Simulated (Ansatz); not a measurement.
According to DFT-PBEsol in the program Ansatz with PAW potentials, CuI in the hexagonal phase (P6_422; Cu on 3c, I on 3d) relaxes to a = 4.162 Å, c = 9.514 Å. Its formation energy from the elements is -0.011 eV/atom, with no fitted shifts.

The Kohn–Sham gap is 0.65 eV (indirect). The valence maximum lies at A and the conduction minimum at Γ. Electrons at the band edge weigh 0.12, 0.14, 0.14 mₑ (principal values). The hole mass is 0.34, 0.34, 0.61 mₑ (principal values). The magnetic state found is non-magnetic (starting moments vanished).

The bulk modulus is 53.1 GPa. Perturbation theory gives ε∞ = 8.09 (xx = yy), 9.44 (zz). Born charges are Cu +1.10, I -1.10 e.

The start of the workflow was typed in or built on a structure type; neither database checked (COD, Materials Project) lists it. It is not the phase usual at ambient conditions (space group No. 216). Symmetry was held in the PBEsol relaxation; whether a distortion lowers the energy is not shown. The workflow began spin-polarised and lost its moments. Point labels and valley counts follow the cell and symmetry of the run, lower than the named group. The references are the lowest solids computed at this level, not always the standard phases. Scalar-relativistic: spin–orbit coupling is off unless named, which matters more the heavier the elements.

Potentials: the later of the program's two PAW sets.
